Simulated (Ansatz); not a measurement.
This log comes from Ansatz, run on Ga₄SbAs₃ as one 8-atom ordering (P3m1) on the wurtzite lattice. Cell and atoms come from a relaxation with r2SCAN.

The cell:
```
CELL_PARAMETERS angstrom
4.08058 0.00000 0.00000
-2.04029 3.53389 0.00000
0.00000 0.00000 13.46684
ATOMIC_POSITIONS crystal
As 0.66667 0.33333 0.99268
As 0.66667 0.33333 0.50694
As 0.33333 0.66667 0.74963
Sb 0.33333 0.66667 0.24880
Ga 0.66667 0.33333 0.80922
Ga 0.66667 0.33333 0.32479
Ga 0.33333 0.66667 0.56622
Ga 0.33333 0.66667 0.05173
```

Main lines of the log:
```
scf.n_extra_bands = 6 over 56 filled bands (N_el = 112.0): the run solves 62 bands
Functional definition: PBE
Crystal: 8 atoms, lattice volume = 194.196 Å³
Basis set: ecut = 420 eV, 3789 PW (Γ)
Bands: 62, of which v1, the nominal top of the filled ones, is band 56 counted from 1 (55 counted from 0)
Symmetry: 6 space group operations
Space group: P3m1 (ITA 156)
k-points: 38 of 288 (time reversal used)
preconditioner: auto → Resta (q_TF=auto, 2.489 Å⁻¹)  ε∞=3.9  [σ=0.020 eV  ℏωp=22.6 eV]
SCF converged after 9 iterations
Free energy (F): -36187.059339 eV
Internal energy: -36187.058888 eV  (E = F + TS)
E sigma→0 (E₀):  -36187.059114 eV
Entropy (-TS):   -0.000450 eV (-0.056 meV/atom)
Fermi energy:    8.412886 eV
--- Per-component energies (eV) ---
  E_band       = -1210.823692
  E_kinetic    = 980.458553
  E_local      = -15854.606827
  E_nonlocal   = 50.235794
  E_hartree    = 7812.634999
  E_xc         = -652.199716
  E_vxc        = -565.744434
  E_paw        = -18038.088892
  E_vpaw       = -1446.440180
  E_ewald      = -10485.492317
  E_smearing   = -0.000450
--- Forces (eV/Å), atoms counted from 1 ---
  atom   1  As      0.00000      0.00000      0.02437
  atom   2  As      0.00000      0.00000      0.02819
  atom   3  As      0.00000      0.00000      0.03722
  atom   4  Sb      0.00000      0.00000    -0.06506
  atom   5  Ga      0.00000      0.00000    -0.04619
  atom   6  Ga      0.00000      0.00000      0.01174
  atom   7  Ga      0.00000      0.00000    -0.01670
  atom   8  Ga      0.00000      0.00000      0.02637
--- Stress (GPa, compression-positive) ---
        2.367354       0.000000       0.000000
        0.000000       2.367354       0.000000
        0.000000       0.000000       2.469362
  P = ⅓ Tr σ = 2.4014 GPa (24.014 kbar)
--- Band table (eV; the first three rows and the last of 38) ---
  k-point 0: bands = […, 7.0353, 7.4326, 7.4326, 7.7827, 8.0049, 8.4321, 8.4396, 8.4396, 8.9030, 10.1635, …]
  k-point 1: bands = […, 6.9364, 6.9364, 7.5325, 7.5325, 8.3634, 8.3958, 8.3958, 8.7557, 9.2529, 10.4786, …]
  k-point 2: bands = […, 6.6286, 6.9148, 7.3170, 7.5190, 7.7088, 8.2970, 8.8353, 9.1046, 9.4478, 10.6247, …]
  k-point 37: bands = […, 4.8415, 5.0316, 5.4459, 5.5415, 5.5643, 5.8003, 10.7115, 10.9156, 10.9567, 10.9791, …]
```

Q: Write the input file that gave this output, leaving the band path aside.

A:
```yaml
crystal:
  # lattice and atoms as above
kpoints:
  mp_grid: { grid: [12, 12, 2] }
hamiltonian:
  xc: pbe
scf:
  occupations: { method: fermi_dirac, width: 0.02 }
  n_extra_bands: 6
output:
  forces: true
  stress: true
  eigenvalues: true
```
A single point prints forces and stress when the output block asks for them. Keys that only write grids to files are left aside. This is the file that was run; thresholds and some counts can't be read off the log exactly.

With PBE the bands overlap by 0.04 eV (counted from 1, band 56 peaks at Γ–A (0.10 of the way from Γ) and band 57 bottoms out at A): no gap.

Run as `ansatz run input.yaml --threads 4 --pin off --max-ram 6451MiB --backend cpu --events-out ev --progress --plain --runs-dir out`. It took 22 s on 4 threads of Intel(R) Xeon(R) Platinum 8259CL CPU @ 2.50GHz (Skylake/Cascade Lake), with other jobs on the host; peak host memory 1.2 GiB.

All values are calculated for a non-magnetic cell, which may be hypothetical.

Spin-orbit coupling is left out, which matters wherever the heavy atoms make up the band edges.

Gaps or overlaps of about a tenth of an eV are at the limit of these meshes: between the points read a gap can be smaller or closed.
